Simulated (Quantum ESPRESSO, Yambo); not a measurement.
CdCl2 (space group R-3m, No. 166): one geometry, one set of PBEsol (Quantum ESPRESSO, PseudoDojo norm-conserving, 102 Ry, without SOC) orbitals, self-energies from Yambo (4×4×4 Γ-centred k mesh, bands 5 to 146 and a 8 Ry block in the screening, 146 bands in G with the Bruneval-Gonze terminator, plasmon pole fitted at 27.2 eV).

```csv
level,gap F → Γ (eV),direct gap at Γ (eV)
PBEsol (Quantum ESPRESSO),3.31,3.52
exchange only (Hartree-Fock self-energy on PBEsol orbitals),[?],[?]
static COHSEX@PBEsol,[?],[?]
"G0W0@PBEsol, plasmon pole",5.52,5.70
```

Question: Complete the blanks.

Answer: 
- exchange only (Hartree-Fock self-energy on PBEsol orbitals), gap F → Γ (eV): 11.92
- exchange only (Hartree-Fock self-energy on PBEsol orbitals), direct gap at Γ (eV): 12.11
- static COHSEX@PBEsol, gap F → Γ (eV): 6.44
- static COHSEX@PBEsol, direct gap at Γ (eV): 6.61

Bare exchange has no screening and gives the widest gap; static COHSEX screens it but leaves out the frequency dependence, which G0W0 restores.

Nearest settings tried, and what they do to the gap: 3 Ry block (49 vectors against 201): -193 meV. Not varied: bands in G, bands in W, mesh. So the settings aren't converged at that level.

Geometry relaxed with PBE+D3(BJ); primitive cell a = 6.265 Å, b = 6.265 Å, c = 6.265 Å, α = 35.85°, β = 35.85°, γ = 35.85°.
